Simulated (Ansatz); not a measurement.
A relaxed cell of AlIn2N3 is given with its symmetry left out. It was relaxed at this level from a Materials Project cell.

Theory: DFT PBE, scalar-relativistic, plane waves, PAW in Ansatz. Cutoff 420 eV, Γ-centred mesh, Gaussian smearing, no spin polarisation.

```
Al In N
1.0
     5.14533   -2.96138    0.00000
     5.14533    2.96138    0.00000
     0.00000    0.00000    5.50021
Al In N
2 4 6
Direct
  0.34114 0.65886 0.98922
  0.65886 0.34114 0.48922
  0.98838 0.33541 0.98725
  0.66459 0.01162 0.98725
  0.01162 0.66459 0.48725
  0.33541 0.98838 0.48725
  0.96921 0.33293 0.38539
  0.66707 0.03079 0.38539
  0.03079 0.66707 0.88539
  0.33293 0.96921 0.88539
  0.36829 0.63171 0.33750
  0.63171 0.36829 0.83750
```

The zero of energy is the elements' standard structures at the same level (N₂ as a molecule); no fitted shifts are applied.

**Question.** Find its symmetry and describe it.

**Answer.** Cmc2_1 (No. 36), with Al and In ordered on wurtzite sites. Conventional cell: a = 10.291 Å, b = 5.923 Å, c = 5.500 Å. Around Al lie 4 N at 1.91–1.92 Å; In has 4 N at 2.18–2.19 Å; N on a site of symmetry 1 is surrounded by 1 Al at 1.91 Å and 3 In at 2.18–2.19 Å; N on a site of symmetry m is surrounded by 2 Al at 1.91–1.92 Å and 2 In at 2.19 Å.

**Question.** How far does it lie from the elements in energy?

**Answer.** −0.361 eV/atom. Whether it is stable depends on the other phases of the system, which aren't compared here.

**Question.** Is it a metal?

**Answer.** No, the gap on the 6×6×6 mesh is 0.88 eV.

The last run used a 6×6×6 mesh for its 12-atom cell and Gaussian smearing of 0.02 eV. Kohn–Sham gaps at this level usually fall short of measured ones. Symmetry constrained the relaxation, so the result can be a saddle point.
